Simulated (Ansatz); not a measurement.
Relaxed bulk Ag:

```xyz
4
Lattice="2.8710 0.0000 0.0000 -1.4355 2.4863 0.0000 0.0000 0.0000 9.3381" Properties=species:S:1:pos:R:3 pbc="T T T"
Ag    0.0000    1.6575    2.3345
Ag    1.4355    0.8288    7.0035
Ag    0.0000    0.0000    0.0000
Ag    0.0000    0.0000    4.6690
```

Miller indices refer to the conventional cell of P6_3/mmc (No. 194), a = 2.871 Å, b = 2.871 Å, c = 9.338 Å, α = 90.00°, β = 90.00°, γ = 120.00°.

The (001) slab of 10 planes, 21.0 Å thick with 15 Å of vacuum as cut; outer planes Ag (top) and Ag (bottom).

Theory: DFT PBEsol, scalar-relativistic, plane waves, PAW in Ansatz 0.2.0. Settings: cutoff 420 eV, Γ-centred mesh 12×12×1 on the computed 10-atom cell, Gaussian smearing of 0.10 eV; no spin polarisation. The cell repeats along c with a dipole correction in the vacuum.

With the atoms at the bulk's places:

```json
{
  "Surface energy (mean of both faces)": "1.05 J/m²",
  "Work function": "4.59 eV"
}
```

Q: What changes when all atoms relax within this surface cell and its symmetry?

A: The energy falls by 0.001 J/m² a face, and the largest move is 0.02 Å.

```
Surface energy (mean of both faces) : 1.05 J/m²
Work function                       : 4.58 eV
```

| plane (bottom to top) | atoms | spacing to next, bulk (Å) | relaxed (Å) | change (%) |
| --- | --- | --- | --- | --- |
| 1 | Ag | 2.335 | 2.326 | -0.4 |
| 2 | Ag | 2.335 | 2.322 | -0.5 |
| 3 | Ag | 2.335 | 2.333 | -0.1 |
| 4 | Ag | 2.335 | 2.337 | +0.1 |
| 5 | Ag | 2.335 | 2.334 | 0.0 |
| 6 | Ag | 2.335 | 2.337 | +0.1 |
| 7 | Ag | 2.335 | 2.334 | 0.0 |
| 8 | Ag | 2.335 | 2.322 | -0.6 |
| 9 | Ag | 2.335 | 2.332 | -0.1 |
| 10 | Ag |  |  |  |

The reference crystal is a form of Ag, which isn't its usual structure.